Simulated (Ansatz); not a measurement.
How much do the gradients of Na8MgNi2O8 depend on the method?

Cell: a Materials Project structure (computed, not necessarily an observed phase), atoms as given.

```xyz
19
Lattice="5.7477 0.0000 0.0000 2.1746 5.4559 0.0000 1.3831 2.6059 8.3282" Properties=species:S:1:pos:R:3 pbc="T T T"
Na    6.4591    2.1632    1.4491
Na    4.5372    5.0479    1.2261
Na    3.5279    2.1828    2.5307
Na    7.4166    4.8811    2.5764
Na    7.2641    4.0060    5.3230
Na    3.7418    2.2866    6.1318
Na    2.6114    5.6088    7.0531
Na    4.7872    4.4664    7.6383
Mg    5.9271    1.7086    4.3896
Ni    4.8295    5.0744    4.1478
Ni    9.1180    7.9427    8.0935
O     4.4604    0.8011    0.9489
O     2.4742    3.7116    0.6277
O     3.7403    6.3020    3.1705
O     5.5552    3.4586    3.2999
O     3.7710    4.5175    5.4728
O     6.4554    6.0435    4.5588
O     2.7166    3.4771    7.8869
O     6.1768    2.2704    6.3245
```

Atom numbers follow the list; atoms alike are taken as one site, whose name carries the number of the first.

First run. Computed with Ansatz: DFT, PBE, plane waves and PAW, scalar-relativistic, collinear spin, 420 eV cutoff, Γ-centred 4×5×3 k-points, Fermi–Dirac smearing 0.02 eV. Start moments as typed (μB): 0 0 0 0 0 0 0 0 0 3 -3 0 0 0 0 0 0 0 0 by atom. The program fits them to the shells of the files, so those used differ somewhat.

| site | atom | V_zz (10²¹ V/m²) | η | m (μB) |
| --- | --- | --- | --- | --- |
| Na3 | 3 | 0.66 | 0.93 | 0.00 |
| Na4 | 4 | -0.85 | 0.83 | 0.00 |
| Na5 | 5 | 2.88 | 0.48 | 0.00 |
| Mg | 9 | -1.16 | 0.72 | 0.00 |
| Ni10 | 10 | 5.31 | 0.09 | 1.69 |
| Ni11 | 11 | -2.19 | 0.81 | -1.68 |
| O12 | 12 | 6.14 | 0.34 | -0.25 |
| O13 | 13 | 6.18 | 0.20 | -0.23 |
| O14 | 14 | 5.50 | 0.13 | 0.20 |
| O15 | 15 | 5.76 | 0.30 | 0.18 |
| O16 | 16 | 4.93 | 0.11 | 0.33 |
| O17 | 17 | 6.04 | 0.41 | 0.17 |
| O18 | 18 | 5.31 | 0.14 | -0.25 |
| O19 | 19 | 6.51 | 0.27 | -0.16 |

Second run. The same atoms and settings, except that the functional is r2SCAN and the cutoff is 500 eV.

(1) Given the first result, estimate the second.

## Answers

(1) 

| site | atom | V_zz | η | change of V_zz | m (μB) |
| --- | --- | --- | --- | --- | --- |
| Na3 | 3 | 0.69 | 0.90 | +0.03 | 0.00 |
| Na4 | 4 | -0.86 | 0.87 | -0.01 | 0.00 |
| Na5 | 5 | 2.98 | 0.50 | +0.10 | 0.00 |
| Mg | 9 | -1.20 | 0.72 | -0.04 | 0.00 |
| Ni10 | 10 | 5.95 | 0.13 | +0.64 | 1.83 |
| Ni11 | 11 | -2.26 | 0.72 | -0.07 | -1.82 |
| O12 | 12 | 6.12 | 0.42 | -0.02 | -0.25 |
| O13 | 13 | 6.04 | 0.26 | -0.14 | -0.23 |
| O14 | 14 | 5.35 | 0.15 | -0.15 | 0.20 |
| O15 | 15 | 5.49 | 0.35 | -0.27 | 0.18 |
| O16 | 16 | 5.22 | 0.19 | +0.29 | 0.34 |
| O17 | 17 | 5.61 | 0.50 | -0.43 | 0.16 |
| O18 | 18 | 5.33 | 0.26 | +0.02 | -0.26 |
| O19 | 19 | 6.11 | 0.33 | -0.40 | -0.16 |

The largest change of V_zz is on Ni10, from 5.31 to 5.95. In per cent, |V_zz| changes by +1 to +5 on Na, +4 on Mg, +3 to +12 on Ni, -7 to +6 on O (all sites that start above 0.5). The table leaves out 5 of the 19 sites, with |V_zz| up to 2.79; their tensors move by 0.10 at most along any direction. The statements above cover all sites. The absolute magnetisation of the cell goes from 6.0 to 6.2 μB.

With these PAW files V_zz is typically within 2 to 3 % of all-electron values, but misses above 10 % occur on Ni. The magnetic order is the one that the run reached from its start moments, not necessarily the measured one.
For the first run: With a gap of 0.3 eV on this mesh, small gradients can still move by 0.1 × 10²¹ V/m² or more as the k-mesh gets denser.
For the second run: The program didn't check the stability of this electronic state in full, so a lower one may lie near.
